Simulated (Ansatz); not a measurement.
AlCrB:
Space group Cmcm (No. 63); a = 2.9667 Å, b = 13.8326 Å, c = 2.9459 Å, α = β = γ = 90.00°

```tsv
atom	site	symmetry	x	y	z
Al	4c	m2m	0.0000	0.6910	0.2500
B	4c	m2m	0.0000	0.5325	0.2500
Cr	4c	m2m	0.0000	0.0837	0.7500
```
(The calculation used a cell of 6 atoms; values per cell refer to that cell.)

Relaxed at zero pressure with plane-wave PAW PBEsol (Ansatz code).

Problem. The volume is raised by 6 % and shape and atoms relax at that volume. What pressure results, and how do the axes share the change?

Solution. -9.9 GPa; a 1.6 %, b 3.0 %, c 1.3 %; the energy rises by 20 meV/atom.

Problem. Give the new structure.

Solution. 
Space group Cmcm (No. 63); a = 3.0133 Å, b = 14.2474 Å, c = 2.9848 Å, α = β = γ = 90.00°

```json
[
 {"atom": "Al", "site": "4c", "symmetry": "m2m", "x": "0.0000", "y": "0.6886", "z": "0.2500"},
 {"atom": "B", "site": "4c", "symmetry": "m2m", "x": "0.0000", "y": "0.5317", "z": "0.2500"},
 {"atom": "Cr", "site": "4c", "symmetry": "m2m", "x": "0.0000", "y": "0.0816", "z": "0.7500"}
]
```

The phase is kept; no other phase was compared at this pressure.

The start of the workflow was typed in or built on a structure type; neither database checked (COD, Materials Project) lists it. Whether it is the stable phase at ambient conditions was not checked. The PBEsol relaxation kept the symmetry of its start; whether a distortion lowers the energy is not shown. The workflow began spin-polarised and lost its moments.

Potentials: the later of the program's two PAW sets.
